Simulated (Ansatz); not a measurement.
Each is relaxed and computed with r²SCAN (plane waves, PAW; program Ansatz). Which alone has a direct gap?
A) SrO, rock salt
B) BaTiO3, R3m (Ba on 3a, Ti on 3a, O on 9b)
C) SrTiO3, I4/mcm (Sr on 4b, Ti on 4c, O on 8h, O on 4a)
D) TiO2, C2/m (Pearson symbol mS24)

C, SrTiO3, I4/mcm (Sr on 4b, Ti on 4c, O on 8h, O on 4a). SrTiO3: gap 2.31 eV (direct); BaTiO3: gap 2.87 eV (indirect); SrO: gap 3.80 eV (indirect); TiO2: gap 3.20 eV (indirect). Not the usual ambient phase: SrTiO3, I4/mcm (Sr on 4b, Ti on 4c, O on 8h, O on 4a); BaTiO3, R3m (Ba on 3a, Ti on 3a, O on 9b); TiO2, C2/m (Pearson symbol mS24). All cells were relaxed under the symmetry of their starts (and spin orders); stability against distortions was not tested throughout. Rows with no word on spin ran without spin polarisation. Spin–orbit coupling is left out wherever it is not named.

Potentials: the later of the program's two PAW sets.
